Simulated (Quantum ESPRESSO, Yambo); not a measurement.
K$_{2}$Te (anti-fluorite, space group Fm-3m, No. 225) under isotropic strain (on all lattice vectors), counted from the cell relaxed with PBEsol, atoms relaxed at each step. norm-conserving PBEsol (Quantum ESPRESSO, 82 Ry, without SOC); G0W0 in Yambo (2×2×2 Γ-centred k mesh, 189 bands and a 7 Ry block in the screening, 189 bands in G with the Bruneval-Gonze terminator, plasmon pole fitted at 27.2 eV).

| strain (%) | PBEsol gap (eV) | kind | G0W0 direct gap (eV) |
|---|---|---|---|
| -3 | 2.36 | near tie | 4.22 at Γ |
| -1.5 | 2.26 | near tie | 4.09 at Γ |
| -0.7 | 2.21 | near tie | 4.01 at Γ |
| 0 | 2.16 | near tie | 3.95 at Γ |
| +1 | 2.10 | near tie | 3.86 at Γ |
| +2 | ? | near tie | ? |

Estimate the withheld gaps from the other strains; the computed values follow.


- +2, PBEsol gap (eV): 2.03
- +2, G0W0 direct gap (eV): 3.79 at Γ

GW, BSE and RPA settings are held fixed; their convergence isn't established. «Near tie»: competing band extrema lie within 0.03 eV. Strains are linear. The screening block changes size along the series (283 vectors at -3 %, 307 vectors at -1.5 %, 307 vectors at -0.7 %, 307 vectors at +0 %, 307 vectors at +1 %, 331 vectors at +2 %), which puts steps into the G0W0 values. Spin-orbit coupling is left out, which matters for elements this heavy: edges can move by tenths of an eV.

The standard potential for Te keeps a d shell in the valence without the s and p states of that shell. In tests on such compounds this moved G0W0 gaps by up to about 0.9 eV, so absolute quasiparticle energies here are unreliable; differences between settings are what counts.
